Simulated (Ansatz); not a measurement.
According to r²SCAN (plane waves, PAW; program Ansatz), V in the diamond structure (Fd-3m) relaxes to a = 5.685 Å. V has 4 nearest neighbours from 2.46 Å (tetrahedral).

Electronic character: metallic (no gap). The magnetic state found is ferromagnetic. The net moment is 3.15 μB per atom.

The start of the workflow was typed in or built on a structure type; neither database checked (COD, Materials Project) lists it. It is not the phase usual at ambient conditions (space group No. 229). The r²SCAN relaxation kept the symmetry of its start; whether a distortion lowers the energy is not shown. Magnetic state: ferromagnetic, chosen from 4 collinear starts compared on coarse meshes (ties went to the first, and starts can fall back to one state), not a proven ground state. The program gave a warning on the electronic state, which may not be the lowest.

Potentials: the earlier of the program's two PAW sets. The files were generated under PBE; for other functionals the program regenerates the frozen cores, and for LDA and PBEsol the local potential too.
